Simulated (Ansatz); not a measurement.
**Structures of KSi₂: which is lowest?**

Plane-wave DFT in Ansatz with scalar-relativistic PAW potentials, cutoff 420 eV, Γ-centred meshes chosen by cell and gap, Gaussian smearing with energies taken to zero width. Every cell was relaxed (cell and atoms) in a run of its own, within the symmetry of its start. Functional: PBE.

Relaxed structures (starts from databases or built by putting these elements on another compound's sites):
A. Cmcm, 6 atoms in the computed cell, a = 3.147 Å, b = 24.088 Å, c = 3.880 Å; sites (symmetry × multiplicity) K m2m × 4, Si m2m × 4 + m2m × 4; start: built
B. R3m, 3 atoms in the computed cell, a = 3.935 Å, c = 17.863 Å; sites (symmetry × multiplicity) K 3m × 3, Si 3m × 3 + 3m × 3; start: built

Question: Rank them by energy. Could pressure change the order?

Answer:
| structure | group | E − E(lowest) (meV/atom) | V (Å³/atom) | gap on mesh (eV) |
| --- | --- | --- | --- | --- |
| B | R3m | 0.0 | 26.61 | 0.00 |
| A | Cmcm | 225 | 24.51 | 0.00 |

B is lowest, 225 meV/atom under A. A is denser by 2.10 Å³/atom, so pressure favours it: ΔE/ΔV, with ΔE in eV and 1 eV/Å³ = 160.2 GPa, gives about 17 GPa for equal enthalpy if both cells were rigid; at such pressures compression changes ΔV much, so this is a scale only. Other structures may lie lower than all of these, and vibrations aren't counted.